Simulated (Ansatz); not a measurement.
W, first-principles data

W:
```cif
data_W2
_chemical_formula_sum 'W2'
_space_group_name_H-M_alt 'P 1'
_space_group_IT_number 1
_cell_length_a 2.75520
_cell_length_b 2.75520
_cell_length_c 4.95915
_cell_angle_alpha 90.000
_cell_angle_beta 90.000
_cell_angle_gamma 120.000
loop_
_space_group_symop_operation_xyz
  'x, y, z'
loop_
_atom_site_label
_atom_site_type_symbol
_atom_site_fract_x
_atom_site_fract_y
_atom_site_fract_z
_atom_site_occupancy
W1 W 0.33333 0.66667 0.75000 1
W2 W 0.66667 0.33333 0.25000 1
```

Space group P6_3/mmc (No. 194), hcp (Mg type); conventional cell a = 2.755 Å, b = 2.755 Å, c = 4.959 Å, α = 90.00°, β = 90.00°, γ = 120.00°.

Method: DFT-r²SCAN in the program Ansatz with PAW potentials. Geometry: relaxed at this level of theory. Other levels are named where they apply.

Cell and energy:

```yaml
volume_per_atom: 16.30 Å³
density: 18.73 g/cm³
```

Electronic structure:

```yaml
electronic_character: metallic (no gap)
Density of states at the Fermi level: 0.88 states/eV per atom (mean over ±0.08 eV)
Gap with spin–orbit coupling: none (metallic)
```

Mechanics:

```yaml
Bulk modulus (Birch–Murnaghan fit): 284 GPa
Pressure derivative B′: 4.0
```

The start of the workflow was typed in or built on a structure type; the Crystallography Open Database copy checked does not list it. It is not the phase usual at ambient conditions (space group No. 229). The cell was relaxed with r²SCAN under the symmetry of its start; whether a distortion lowers the energy is not shown. The run is not spin-polarised. Axis ratios of metals converge slowly with the k-mesh, so a and c are less sure than the volume. On the denser mesh and wider smearing of the elastic run this cell carries a stress of 0.4 GPa. Spin–orbit coupling is left out wherever it is not named.

Potentials: the later of the program's two PAW sets.
